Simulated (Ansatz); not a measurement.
BN (zinc blende), relaxed and computed with several functionals in Ansatz (plane waves, PAW).

```tsv
functional	a (Å)	gap (eV)	B₀ by P(V) fit (GPa)
PBE	3.625	4.46	371
HSE06	3.596	5.81	404
r²SCAN	3.610	5.00	392
LDA	…	…	…
```

Problem. Complete the blanks.

Solution. 
- LDA, a (Å): 3.581
- LDA, gap (eV): 4.39
- LDA, B₀ by P(V) fit (GPa): 402

All cells were relaxed under the symmetry of their starts (and spin orders); stability against distortions was not tested throughout.

Potentials: the later of the program's two PAW sets.

Ansatz (a quantum-chemistry and plane-wave program) is a plane-wave DFT program.
